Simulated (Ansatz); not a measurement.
**Na in Ba2SrN2**

Level of theory: Ansatz, DFT PBE+D3(BJ), scalar-relativistic, plane waves, PAW.

Settings: cutoff 420 eV, Γ-centred mesh 12×12×4 on the computed 5-atom cell, Gaussian smearing of 0.10 eV; no spin polarisation for the host; each changed cell takes a mesh and smearing chosen by its own gap and starts from the host's moments or customary ones, or runs without spin. Cells and atoms are relaxed to the nearest stationary point that keeps the symmetry of their start (forces under 0.02 to 0.04 eV/Å, stress under 0.1 to 0.2 GPa); energies are at zero smearing, without zero-point or thermal terms.

Relaxed host (gap on the mesh 0 eV):

```
Ba Sr N
1.0
     3.85056    0.00000    0.00000
    -1.92528    3.33468    0.00000
     0.00000    0.00000    9.87564
Ba Sr N
2 1 2
Direct
  0.66667 0.33333 0.19951
  0.33333 0.66667 0.80049
  0.00000 0.00000 0.50000
  0.66667 0.33333 0.67069
  0.33333 0.66667 0.32931
```

Cases: (1) 1 Na in a 1×1×1 repeat of the cell, at (0.000 0.000 0.000) in fractions of that repeat, 2.97 Å from the nearest atom of the relaxed host; (2) 1 Na in a 2×1×1 repeat of the cell, at (0.000 0.000 0.000) in fractions of that repeat, 2.97 Å from the nearest atom of the relaxed host.

The table gives the energy per Na taken from Na metal (negative: uptake is favourable), the mean voltage, the swelling and the final surroundings.

| case | formula | energy per Na (eV) | mean voltage (V) | ΔV (%) | principal strains (%) | nearest host atoms of the first Na | gap (eV) |
| --- | --- | --- | --- | --- | --- | --- | --- |
| 1 | Ba2NaSrN2 | 0.02 | -0.02 | +29.4 | +30.2 -0.3 -0.3 | 6 (Ba) from 4.11 Å | 0 |
| 2 | Ba4NaSr2N4 | 0.39 | -0.39 | +25.9 | +26.1 +0.1 -0.2 | 6 (Ba) from 3.94 Å | 0 |

Each ion keeps what symmetry its start has, so a lower place off a symmetric site can be missed, above all for H.

Voltages count 1 electron per Na and hold for the ions inside the host, not for its break-up into other phases.

Relaxed structure of case 1, the lowest per ion:

```cif
data_structure
_symmetry_space_group_name_H-M 'P 1'
_symmetry_Int_Tables_number 1
_cell_length_a 3.8394
_cell_length_b 3.8394
_cell_length_c 12.8575
_cell_angle_alpha 90.000
_cell_angle_beta 90.000
_cell_angle_gamma 120.000
_cell_volume 164.14
loop_
_atom_site_label
_atom_site_type_symbol
_atom_site_fract_x
_atom_site_fract_y
_atom_site_fract_z
_atom_site_occupancy
Ba1 Ba 0.66667 0.33333 0.18114 1
Ba2 Ba 0.33333 0.66667 0.64355 1
Sr1 Sr 0.00000 0.00000 0.41234 1
N1 N 0.66667 0.33333 0.54325 1
N2 N 0.33333 0.66667 0.28144 1
Na1 Na 0.00000 0.00000 0.91234 1
```

Spin-orbit coupling is left out. Spin polarisation was left out, and a magnetic state may lie lower.

Cost: 3 runs of about 24 core-minutes in all, on Arm Neoverse V1 (shared hosts).